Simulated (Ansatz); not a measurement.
Li2MoO3 in space group P-1 (No. 2; Pearson symbol aP12), r²SCAN (plane waves, PAW; program Ansatz). The conduction-band minimum lies at U2, with 1 equivalent valley. Second derivatives d²E/dk² of the lowest band at one valley (eV·Å²), along Cartesian directions:

```json
[
 {"direction": "[100]", "d²E/dk²": "4.772"},
 {"direction": "[010]", "d²E/dk²": "0.9084"},
 {"direction": "[001]", "d²E/dk²": "2.529"},
 {"direction": "[110]", "d²E/dk²": "2.460"},
 {"direction": "[101]", "d²E/dk²": "2.742"},
 {"direction": "[011]", "d²E/dk²": "2.166"}
]
```

Problem. Find the principal effective masses, the density-of-states mass and the conductivity mass.

Solution. Off-diagonal terms follow from H_xy = H[110] − (H_xx + H_yy)/2, and m*/mₑ = 7.620 eV·Å² over each eigenvalue: 1.5, 3.4, 9.7. One valley's DOS mass (m₁m₂m₃)^(1/3) = 3.6, conductivity mass 3/(Σ 1/mᵢ) = 2.8 mₑ.

Problem. What effective density of states Nc follows at 300 K for parabolic valleys?

Solution. Nc = 2.509e19 × 1 × (3.6)^(3/2) ≈ 1.7e20 cm⁻³.

The first step of the workflow began from a Materials Project structure, measured or hypothetical; the Crystallography Open Database copy checked does not list it. Entries of such low symmetry are often ordered models of mixed-site phases. Whether it is the stable phase at ambient conditions was not checked. The r²SCAN relaxation kept the symmetry of its start; whether a distortion lowers the energy is not shown. The run is not spin-polarised. No Hubbard U is applied. Scalar-relativistic: spin–orbit coupling is off unless named, which matters more the heavier the elements.

Potentials: the later of the program's two PAW sets.

Edges and masses are those of Kohn–Sham bands, whose gap is no quasiparticle gap.
